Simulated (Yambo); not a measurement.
A G0W0@LDA run in Yambo for TlBr (rock salt, space group Fm-3m, No. 225) (4×4×4 Γ-centred k mesh, 134 bands and a 8 Ry block in the screening, 134 bands in G with the Bruneval-Gonze terminator, plasmon pole fitted at 27.2 eV) gives these matrix elements, in eV, at the band edges (L → L):

```json
[
 {"state": "valence edge", "E0": "0.000", "<Vxc>": "-13.284", "<Σx>": "-15.669", "<Σc(E0)>": "1.019", "Z": "0.805"},
 {"state": "conduction edge", "E0": "1.961", "<Vxc>": "-8.207", "<Σx>": "-4.992", "<Σc(E0)>": "-2.770", "Z": "0.834"}
]
```

Solve the linearised quasiparticle equation for both states, give the gap, and say how exchange and correlation each act on it.

E = E0 + Z(Σx + Σc − Vxc). Valence: 0.000 + 0.805 × (-15.669 + (1.019) − (-13.284)) = -1.10 eV. Conduction: 1.961 + 0.834 × (-4.992 + (-2.770) − (-8.207)) = 2.33 eV. The gap is 3.43 eV, against 1.96 eV in LDA. Replacing Vxc by bare exchange alone would open it by 5.60 eV; correlation takes back 3.79 eV of that, and Z scales what is left. Nearest settings tried, and what they do to the gap: 83 bands in G: -6 meV; 83 bands in W, 83 bands in G: -42 meV; 7 Ry block (181 vectors against 229): -29 meV. Not varied: mesh. So the settings aren't converged at that level. Spin-orbit coupling is left out; with 6p states at a band edge it can lower the gap by many tenths of an eV, most of a small gap.

The standard potential for Tl keeps a d shell in the valence without the s and p states of that shell. In tests on such compounds this moved G0W0 gaps by up to about 0.9 eV, so absolute quasiparticle energies here are unreliable; differences between settings are what counts.

Geometry of the Materials Project entry, not relaxed at this level; primitive cell a = b = c = 4.7264 Å, α = β = γ = 60.00°.

This is not the ordinary phase of the substance; no match was found in the copy of COD used, and its stability was not checked.
